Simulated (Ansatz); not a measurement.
Relaxing a structure of W

The start is a generated cell, W built in the AFLOW prototype A_hR3_166_ac (C19, as in Sm). The structure is fully relaxed (lattice and positions, P = 0) with r2SCAN (plane waves to 500 eV, PAW, scalar-relativistic; Ansatz, a first-principles code). The first steps use a coarse 13×13×13 k-mesh.

The start:
```yaml
crystal:
  lattice:
    - [1.41393, 0.81633, 6.83447]
    - [-1.41393, 0.81633, 6.83447]
    - [0.00000, -1.63267, 6.83447]
  atoms:
    - { symbol: W, position: [0.00000, 0.00000, 0.00000] }
    - { symbol: W, position: [0.22222, 0.22222, 0.22222] }
    - { symbol: W, position: [0.77778, 0.77778, 0.77778] }
```

```json
{
  "initial_pressure": "+7.6 GPa (positive: the cell is compressed)",
  "largest_initial_force": "0.30 eV/Å, on W2, W3 (atoms numbered as listed)",
  "outcome": "The space group stays R-3m (No. 166) (the run could not lower it); the end is AFLOW prototype A_hR3_166_ac (C19, as in Sm), with 3 atoms in the primitive cell",
  "energy_released": "0.09 eV/atom",
  "volume_change": "+3.2 %, from 15.78 to 16.29 Å³/atom",
  "band_gap_at_the_end": "no gap (metallic)",
  "optimiser_moves": "12"
}
```

Relaxed structure:

Space group R-3m, hexagonal axes (No. 166); a = b = 2.7627 Å, c = 22.1768 Å, α = β = 90.00°, γ = 120.00°

```json
[
 {"atom": "W", "site": "3a", "symmetry": "-3m", "x": "0.0000", "y": "0.0000", "z": "0.0000"},
 {"atom": "W", "site": "6c", "symmetry": "3m", "x": "0.0000", "y": "0.0000", "z": "0.2224"}
]
```
(The calculation used a cell of 3 atoms; values per cell refer to that cell.)

Final values are on a 19×19×19 k-mesh of the relaxed cell. No spin polarisation in the result.

The run could not lose the symmetry of its start, so the end can be a saddle point.

The relaxed structure here is a generated cell of W: the first start was made by placing the elements on the sites of a structure type, and the end was not matched to a known phase here, so it may be hypothetical. Known forms of W include space group No. 229.
